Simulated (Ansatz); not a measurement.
Consider the following.

Os:
```cif
data_Os2
_chemical_formula_sum 'Os2'
_space_group_name_H-M_alt 'P63/mmc'
_space_group_IT_number 194
_space_group_name_Hall '-P 6c 2c'
_cell_length_a 2.72856
_cell_length_b 2.72856
_cell_length_c 4.30955
_cell_angle_alpha 90.000
_cell_angle_beta 90.000
_cell_angle_gamma 120.000
loop_
_atom_site_label
_atom_site_type_symbol
_atom_site_symmetry_multiplicity
_atom_site_Wyckoff_symbol
_atom_site_fract_x
_atom_site_fract_y
_atom_site_fract_z
_atom_site_occupancy
Os1 Os 2 c 0.33333 0.66667 0.25000 1
```

This is the PBEsol-relaxed structure.

**Question.** All from PBEsol in the plane-wave PAW code Ansatz, unless another level is named. Predict the highest zone-centre frequency.

**Answer.** 221 cm⁻¹.

**Question.** And the Hill bulk and shear moduli?

**Answer.** 432 and 283 GPa.

Space group P6_3/mmc (hcp (Mg type)). Symmetry was held in the PBEsol relaxation. The run is not spin-polarised. As this level gives no gap, shear constants depend on the k-mesh and smearing (Fermi–Dirac, 0.1 eV here). As this level gives no gap, phonon frequencies hold no LO–TO term and depend on the k-mesh and smearing (Fermi–Dirac, 0.1 eV here). Scalar-relativistic: spin–orbit coupling is off unless named, which matters more the heavier the elements.

Potentials: the earlier of the program's two PAW sets. The files were generated under PBE; for other functionals the program regenerates the frozen cores, and for LDA and PBEsol the local potential too.
